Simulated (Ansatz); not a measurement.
**Question.** LiNbO3 in space group R3c (No. 161; Li on 6a, Nb on 6a, O on 18b) is relaxed with plane-wave PAW PBEsol (Ansatz code). What lattice parameters of the conventional cell result?

**Answer.** a = 5.134 Å, c = 13.827 Å.

**Question.** Give the free coordinates with the occupied sites.

**Answer.** In one choice of origin and axes:

| atom | site | symmetry | x | y | z |
|---|---|---|---|---|---|
| Li | 6a | 3. | 0.0000 | 0.0000 | 0.2192 |
| Nb | 6a | 3. | 0.0000 | 0.0000 | 0.0016 |
| O | 18b | 1 | 0.0107 | 0.3800 | 0.2707 |

**Question.** Is it a metal or does it have a gap at this level?

**Answer.** A gap of 3.50 eV, indirect.

The cell was relaxed with PBEsol under the symmetry of its start. No spin polarisation was allowed. Scalar-relativistic: spin–orbit coupling is off unless named, which matters more the heavier the elements.

Potentials: the later of the program's two PAW sets.
